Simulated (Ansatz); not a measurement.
YAu:
```
CELL_PARAMETERS angstrom
      3.51436     0.00000     0.00000
      0.00000     3.51436     0.00000
      0.00000     0.00000     3.51436
ATOMIC_POSITIONS crystal
  Y  0.50000 0.50000 0.50000
  Au 0.00000 0.00000 0.00000
```

Relaxed with LDA. Special points in fractions of this cell's reciprocal vectors: Γ (0.000, 0.000, 0.000); X (0.000, 0.500, 0.000); M (0.500, 0.500, 0.000); R (0.500, 0.500, 0.500).

### Question
List the band energies nearest the Fermi level at these points for the program Ansatz at the LDA level (PAW).

### Answer
In eV from the Fermi level; about four levels below and three above (degenerate sets whole), none deeper than 8.9 eV; … stands for higher levels left out; points with the same levels are listed once.

```
k                          below                     above
-  -----------------------------  ------------------------
Γ  -5.91 -5.91 -4.58 -4.58 -4.58  0.90 0.90 4.64 4.64 4.64
X        -4.40 -3.46 -3.01 -0.13            1.34 1.34 4.04
M        -5.17 -5.17 -3.82 -2.86            0.26 0.26 1.46
R        -1.92 -1.92 -1.92 -0.04               5.65 5.65 …
```

Space group Pm-3m (CsCl type). The first step of the workflow began from a Materials Project structure, measured or hypothetical; the Crystallography Open Database files this formula in space group No. 221, but the cells were not matched. Its standing as an ambient phase is unchecked. Symmetry was held in the LDA relaxation; its stability against distortions is not shown here. No spin polarisation was allowed. Scalar-relativistic: spin–orbit coupling is off unless named, which matters more the heavier the elements.

Potentials: the later of the program's two PAW sets.
